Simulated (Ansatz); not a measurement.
Ga2Cu:
```cif
data_CuGa2
_chemical_formula_sum 'Ga2 Cu1'
_space_group_name_H-M_alt 'P4/mmm'
_space_group_IT_number 123
_space_group_name_Hall '-P 4 2'
_cell_length_a 2.81598
_cell_length_b 2.81598
_cell_length_c 5.73506
_cell_angle_alpha 90.000
_cell_angle_beta 90.000
_cell_angle_gamma 90.000
loop_
_atom_site_label
_atom_site_type_symbol
_atom_site_symmetry_multiplicity
_atom_site_Wyckoff_symbol
_atom_site_fract_x
_atom_site_fract_y
_atom_site_fract_z
_atom_site_occupancy
Ga1 Ga 2 h 0.50000 0.50000 0.28341 1
Cu1 Cu 1 a 0.00000 0.00000 0.00000 1
```

Relaxed at zero pressure with plane-wave PAW r²SCAN (Ansatz code).

Question: The volume is lowered by 9 % and shape and atoms relax at that volume. What pressure results, and how do the axes share the change?

Answer: 11.4 GPa; a -3.7 %, b -3.7 %, c -1.9 %; the energy rises by 44 meV/atom.

Question: Give the new structure.

Answer: 
Space group P4/mmm (No. 123); a = b = 2.7120 Å, c = 5.6267 Å, α = β = γ = 90.00°

| atom | site | symmetry | x | y | z |
|---|---|---|---|---|---|
| Ga | 2h | 4mm | 0.5000 | 0.5000 | 0.2865 |
| Cu | 1a | 4/mmm | 0.0000 | 0.0000 | 0.0000 |

The phase is kept; no other phase was compared at this pressure.

The workflow started from an entry of the Crystallography Open Database (COD). Its standing as an ambient phase is unchecked. Symmetry was held in the r²SCAN relaxation; its stability against distortions is not shown here. The run is not spin-polarised. Axis ratios of metals converge slowly with the k-mesh, so a and c are less sure than the volume.

Potentials: the later of the program's two PAW sets.
